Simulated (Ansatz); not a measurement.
The start is a generated cell, HfN built in the AFLOW prototype AB_cI16_199_a_a (B_a). The cell and all atomic positions are relaxed at zero pressure with PBEsol (plane waves to 420 eV, PAW, scalar-relativistic; Ansatz, a quantum-chemistry and plane-wave program). The first steps use a coarse 5×5×5 k-mesh.

Starting cell:
```
HfN
1.0
   -3.10559     3.10559     3.10559
    3.10559    -3.10559     3.10559
    3.10559     3.10559    -3.10559
N Hf
4 4
Direct
  0.91200   0.91200   0.91200
  0.50000   0.00000   0.58800
  0.00000   0.58800   0.50000
  0.58800   0.50000   0.00000
  0.43060   0.43060   0.43060
  0.50000   0.00000   0.06940
  0.00000   0.06940   0.50000
  0.06940   0.50000   0.00000
```

- Initial pressure: -25 GPa (negative: the cell is under tension)
- Largest initial force: about 6.2 eV/Å, on Hf5, Hf6, Hf7, Hf8 (atoms numbered as listed)
- Outcome: The space group goes from I2₁3 (No. 199) to Pm-3m (No. 221); the end is CsCl type, with 2 atoms in the primitive cell
- Shortest distances (start → end): The closest pairs of elements (up to four, under 3.6 Å), start → end: Hf–N 2.59 → 2.42 Å; N–N 2.62 → 2.79 Å; Hf–Hf 2.71 → 2.79 Å
- Band gap at the end: zero (metallic)
- Optimiser moves: 11

Final values are on a 17×17×17 k-mesh of the relaxed cell. No spin polarisation in the result. The relaxed primitive cell holds an odd number of electrons. A magnetic state may lie lower.

The run could not lose the symmetry of its start; a randomly shaken copy of 4 atoms returns to this structure.

The relaxed structure here is a generated cell of HfN: the first start was made by placing the elements on the sites of a structure type, and the end was not matched to a known phase here, so it may be hypothetical. Known forms of HfN include space group No. 225.
